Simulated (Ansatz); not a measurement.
Starting cell, Ag (fcc, Cu type):

```
Ag
1.0
    4.14918     0.00000     0.00000
    0.00000     4.14918     0.00000
    0.00000     0.00000     4.14918
Ag
4
Direct
  0.00000   0.00000   0.00000
  0.50000   0.50000   0.00000
  0.50000   0.00000   0.50000
  0.00000   0.50000   0.50000
```

In this cell atom 1 (Ag, nearest neighbour Ag at 2.934 Å; its periodic images, 4.1 Å or more away, move with it) is moved by s along Cartesian [111], unit vector (0.577, 0.577, 0.577); all other atoms and the cell stay fixed.

All values below come from PBE (plane waves to 420 eV, PAW, scalar-relativistic; Ansatz, an electronic-structure program). k mesh 9×9×9 (Γ-centred), Fermi-Dirac smearing 0.05 eV. E stands for the smeared free energy. With partly filled bands, energies and forces of such displacements shift with the k mesh and the smearing. On this mesh the relaxed cell isn't quite at rest: it carries a pressure of -0.1 GPa (compression positive) at the zero of the scan. Ag was relaxed with its symmetry unable to fall. The PAW data are Ansatz's earlier set. The zero of ΔE is the undisplaced structure. The last digit holds for this mesh only.

```
s (Å)   ΔE (meV/cell)
------  -------------
-0.880         3218.3
-0.704         1722.1
-0.528          822.3
-0.352          319.8
-0.176           73.2
0.000             0.0
0.176            73.2
0.352           319.8
0.528           822.3
0.704          1722.1
0.880          3218.3
```

What force constant k = d²E/ds² at s = 0 does the table give?

4.6 eV/Å². It is the second difference of the nearest points, corrected with the next pair.

With k = 4.58 eV/Å² from the forces, is the well harmonic out to s = 0.880 Å?

½ks² = 1773 meV/cell against the computed 3218 meV/cell, so the well is stiffer than harmonic there.

(A displaced cell: forces are minus the slopes of the energy, force constants its curvatures, and phonons follow from these.)
